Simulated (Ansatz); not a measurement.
Crystals of one structure type (CsCl type) and one family of elements, relaxed and computed with the program Ansatz at the PBE level (PAW).

| crystal | V (Å³/atom) | B₀ by P(V) fit (GPa) |
|---|---|---|
| SiC | 9.21 | 166 |
| SnC | 14.95 | 92.2 |
| SiGe | 17.03 | ? |
| SiSn | 21.37 | 62.3 |
| SnGe | 23.55 | 54.8 |

Fit a straight line to ln B₀ against ln V and predict the withheld value.

Least squares on the 4 shown rows: ln B₀ = -1.17 × ln V + (7.703), with a scatter of 1 %. For SiGe this gives 80.3. The run itself gave 73.1, outside the scatter: the line misses something about this case.

Constructed cells (a structure type filled with these elements, in neither database checked): SiC, CsCl type; SnC, CsCl type; SiGe, CsCl type; SiSn, CsCl type; SnGe, CsCl type. Not the usual ambient phase: SiC, CsCl type. All cells were relaxed under the symmetry of their starts (and spin orders); stability against distortions was not tested throughout. Spin–orbit coupling is left out wherever it is not named.

Potentials: the earlier of the program's two PAW sets.
